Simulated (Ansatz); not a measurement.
Method: r2SCAN, no spin polarisation; PAW, plane waves to 500 eV, 9×9×9 Γ-centred mesh, fermi-dirac occupations (width 0.1 eV) (Ansatz 0.2.0), atoms fixed.

Computed maps in the lattice plane spanned by a (left to right, 4.02 Å, 12 points from zero) and b (bottom to top, 4.02 Å, 12 points from zero), 90° apart, at height 0.500 along c. The fields are smooth PAW ones with compensation charges, not the true ones near nuclei.

Valence density. Digits on a logarithmic scale: 0 up to 0.03 e/Å³, each further digit a factor of 1.6, 9 from 1.3 e/Å³ up:
```
689998666666
799999765556
799999765556
799999765556
689998666666
667776667776
666666689998
765556799999
765556799999
765556799999
666666689998
667776667776
```

**Question.** The cell is LuAl$_{2}$Rh$_{2}$. Which atoms lie within 0.2 Å of this plane, and where (fractions of a and b)?

**Answer.** Rh at (0.75, 0.25), Rh at (0.25, 0.75). The whole cell:
```yaml
crystal:
  lattice:
    - [0.00000, 4.02212, 0.00000]
    - [4.02212, 0.00000, 0.00000]
    - [2.01106, 2.01106, -4.93601]
  atoms:
    - { symbol: Al, position: [0.36200, 0.36200, 0.27600] }
    - { symbol: Al, position: [0.63800, 0.63800, 0.72400] }
    - { symbol: Lu, position: [0.00000, 0.00000, 0.00000] }
    - { symbol: Rh, position: [0.75000, 0.25000, 0.50000] }
    - { symbol: Rh, position: [0.25000, 0.75000, 0.50000] }
```

Origin: a known structure type with other elements, at an estimated volume, so it need not be a known compound. Caveats: atoms or cell far from equilibrium.
